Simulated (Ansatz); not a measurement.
Does relaxation matter for the field gradients of SiC with Ba replacing C?

Start: a supercell of SiC (space group P6_3mc) built from a structure deposited in the COD (the entry's cell lengths or inner coordinates differ somewhat from later room-temperature determinations), with all atoms left at the host's positions.

```xyz
48
Lattice="6.1900 0.0000 0.0000 -3.0950 5.3607 0.0000 0.0000 0.0000 15.1700" Properties=species:S:1:pos:R:3 pbc="T T T"
Si    0.0000    0.0000    1.8962
Si   -1.5475    2.6803    1.8962
Si    3.0950    0.0000    1.8962
Si    1.5475    2.6803    1.8962
Si    0.0000    0.0000    9.4812
Si   -1.5475    2.6803    9.4812
Si    3.0950    0.0000    9.4812
Si    1.5475    2.6803    9.4812
Si    0.0000    1.7869    4.4251
Si   -1.5475    4.4672    4.4251
Si    3.0950    1.7869    4.4251
Si    1.5475    4.4672    4.4251
Si    1.5475    0.8934   12.0101
Si    0.0000    3.5738   12.0101
Si    4.6425    0.8934   12.0101
Si    3.0950    3.5738   12.0101
Si    0.0000    1.7869   14.5374
Si   -1.5475    4.4672   14.5374
Si    3.0950    1.7869   14.5374
Si    1.5475    4.4672   14.5374
Si    1.5475    0.8934    6.9524
Si    0.0000    3.5738    6.9524
Si    4.6425    0.8934    6.9524
Si    3.0950    3.5738    6.9524
C     0.0000    0.0000    0.0000
C    -1.5475    2.6803    0.0000
C     3.0950    0.0000    0.0000
C     1.5475    2.6803    0.0000
C     0.0000    0.0000    7.5850
C    -1.5475    2.6803    7.5850
C     3.0950    0.0000    7.5850
C     1.5475    2.6803    7.5850
Ba    0.0000    1.7869    2.5288
C    -1.5475    4.4672    2.5288
C     3.0950    1.7869    2.5288
C     1.5475    4.4672    2.5288
C     1.5475    0.8934   10.1138
C     0.0000    3.5738   10.1138
C     4.6425    0.8934   10.1138
C     3.0950    3.5738   10.1138
C     0.0000    1.7869   12.6412
C    -1.5475    4.4672   12.6412
C     3.0950    1.7869   12.6412
C     1.5475    4.4672   12.6412
C     1.5475    0.8934    5.0562
C     0.0000    3.5738    5.0562
C     4.6425    0.8934    5.0562
C     3.0950    3.5738    5.0562
```

Sites (sets of like atoms) are named by element and the number of their first atom in this list.

The numbers come from a DFT calculation in Ansatz (PBE, plane waves and PAW, scalar-relativistic, 420 eV cutoff, Γ-centred 4×4×2 k-points, Fermi–Dirac smearing 0.01 eV, cell charge -2).

The largest force at the start is 20 eV/Å. Relaxing the ions at fixed cell moves them by 1.059 Å at most (atom 9, Si) and 0.237 Å rms.

| site | atom | moved (Å) | first shell before | first shell after | V_zz before (10²¹ V/m²) | η before |
| --- | --- | --- | --- | --- | --- | --- |
| Si1 | 1 | 0.564 | 3 C at 1.90 Å, 1 Ba at 1.90 Å | 3 C at 1.84–1.92 Å, 2 Si at 2.31 Å; also 1 Ba at 2.63 Å | 2.35 | 0.25 |
| Si3 | 3 | 0.056 | 4 C at 1.90 Å | 4 C at 1.88–1.91 Å | 0.025 | 0.00 |
| Si9 | 9 | 1.059 | 3 C at 1.90 Å, 1 Ba at 1.90 Å | 3 C at 1.88 Å, 3 Si at 2.40 Å; also 1 Ba at 2.54 Å, 3 C at 2.83 Å | 3.56 | 0.00 |
| Si10 | 10 | 0.051 | 4 C at 1.90 Å | 4 C at 1.88–1.92 Å | -0.23 | 0.08 |
| Si13 | 13 | 0.052 | 4 C at 1.90 Å | 4 C at 1.85–1.88 Å | 0.27 | 0.03 |
| Si16 | 16 | 0.017 | 4 C at 1.90 Å | 4 C at 1.85–1.89 Å | 0.33 | 0.00 |
| Si17 | 17 | 0.110 | 4 C at 1.90 Å | 4 C at 1.86–1.87 Å | 0.42 | 0.00 |
| Si18 | 18 | 0.162 | 4 C at 1.90 Å | 4 C at 1.84–1.91 Å | 0.58 | 0.43 |
| Si21 | 21 | 0.122 | 4 C at 1.90 Å | 4 C at 1.88–1.91 Å, 1 Si at 2.40 Å | -0.59 | 0.16 |
| Si24 | 24 | 0.050 | 4 C at 1.90 Å | 4 C at 1.87–1.91 Å | -0.34 | 0.00 |
| C25 | 25 | 0.228 | 4 Si at 1.90 Å | 4 Si at 1.84–1.88 Å | 0.22 | 0.40 |
| C29 | 29 | 0.079 | 4 Si at 1.90 Å | 4 Si at 1.86–1.90 Å | 0.13 | 0.48 |
| C31 | 31 | 0.115 | 4 Si at 1.90 Å | 4 Si at 1.84–1.88 Å | 0.063 | 0.00 |
| Ba | 33 | 0.415 | 4 Si at 1.90 Å | 4 Si at 2.54–2.63 Å, 9 C at 2.89–3.12 Å | 0.88 | 0.00 |
| C34 | 34 | 0.056 | 4 Si at 1.90 Å | 4 Si at 1.88–1.92 Å | 1.08 | 0.23 |
| C45 | 45 | 0.127 | 4 Si at 1.90 Å | 4 Si at 1.88–1.91 Å | 0.43 | 0.10 |

Q: What are V_zz and η after the relaxation?

A: 

```tsv
site	atom	V_zz after	η after	change of V_zz
Si1	1	3.18	0.85	–
Si3	3	-0.36	0.00	-0.38
Si9	9	-6.76	0.00	-10.32
Si10	10	1.11	0.42	+1.34
Si13	13	-0.48	0.17	-0.75
Si16	16	-0.68	0.00	-1.01
Si17	17	-0.14	0.00	-0.56
Si18	18	-1.54	0.12	-2.12
Si21	21	-1.30	0.77	–
Si24	24	0.54	0.00	+0.88
C25	25	-0.39	0.95	-0.61
C29	29	0.31	0.56	–
C31	31	-0.34	0.00	-0.40
Ba	33	16.99	0.00	+16.11
C34	34	-0.92	0.51	–
C45	45	0.97	0.13	–
```

The largest change of V_zz along a kept axis is on Ba, from 0.88 to 16.99. Small gradients that grow severalfold: Si10 (-0.23 to 1.11). Where |V_zz| stays above 0.1 and the axes keep their order, η moves most on C25, from 0.40 to 0.95. On Si18, Si10, Si5, C42 (not all in the table) V_xx and V_yy change places (or their axes turn by over 50°), so the two values of η hide a larger change. V_zz changes sign on Si9 (same axis), Si18 (axis turned by 14°), Si17 (same axis), Si24 (same axis), Si16 (same axis), Si13 (same axis), Si10 (axis turned by 23°), C25 (same axis) and 2 more sites. On Si1, C34, Si21, C45, C29 the largest principal value lies along another axis in the second run, so the two V_zz can't be compared directly. The table leaves out 8 of the 24 sites, with |V_zz| up to 1.08; their tensors move by 0.53 at most along any direction. The statements above cover all sites. The host's own positions weren't relaxed first, so part of the change far from the defect can be the host's relaxation.

The run isn't spin-polarised, and a state with spin may lie lower. The defect repeats with the cell of 48 atoms, so it feels its images: sites between two images don't show the values beside a lone defect, and zeros or small values of η there can come from the images' arrangement. C and Si carry a gradient in the pure host already, so the values there aren't the defect's effect alone. A uniform background compensates the cell's charge. The defect cell has no gap above 0.1 eV on its mesh, so the values can hang on the smearing and the k-mesh. Without spin–orbit coupling (the program notes it for Ba) the gradients can shift somewhat, as the gap is small.
Before: The cell keeps the host's lattice, where the PBE pressure is 15 GPa (in a charged cell this depends on the convention for the mean potential). The neighbours have not yet relaxed around the defect (largest force 20 eV/Å), so the values at and beside it are those of a strained start, not of the defect in a real crystal.
After: The relaxation keeps the site symmetry 3m of the start, so the impurity can move only along its axis; a distortion that would localise the partly filled state isn't explored. The cell keeps the host's lattice, where the PBE pressure is 8 GPa (in a charged cell this depends on the convention for the mean potential).
